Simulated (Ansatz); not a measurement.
Consider a crystal of Pt₃F₂ in space group R-3m (No. 166), with Pt on 9d; F on 6c. The cell of Pt₃F₂ is invented: ordered vacancies on the cation sites of cuprite (occupants of the shared sites, in ratio, Pt: 3, vacant: 1).

Method: DFT PBE, scalar-relativistic, plane waves, PAW in Ansatz 0.2.0. Cutoff 420 eV, Γ-centred mesh, Gaussian smearing, no spin polarisation.

The zero of energy is the elements' standard structures at the same level (F₂ as a molecule); no fitted shifts are applied.

Task: Predict the relaxed structure.

Result:

Space group R-3m:H (No. 166). a = 7.079 Å, b = 7.079 Å, c = 5.468 Å, α = 90.00°, β = 90.00°, γ = 120.00°
| atom | site | symmetry | x | y | z |
| --- | --- | --- | --- | --- | --- |
| Pt | 9d | .2/m | 0.8333 | 0.1667 | 0.1667 |
| F | 6c | 3m | 0.0000 | 0.0000 | 0.7244 |

Pt is surrounded by 2 F at 2.13 Å; around F lie 3 Pt at 2.13 Å and 1 F at 2.45 Å. Another local minimum with the same sites may exist.

Task: And its energy and gap?

Result: The energy over the elements is +0.04 eV/atom. The gap on the 12×12×12 mesh of the 5-atom cell is 0 eV (a metal). A positive value: parting into the elements would lower its energy.

The last run used Gaussian smearing of 0.10 eV. These runs have no spin–orbit coupling, which can matter for Pt. Symmetry constrained the relaxation, so the result can be a saddle point.
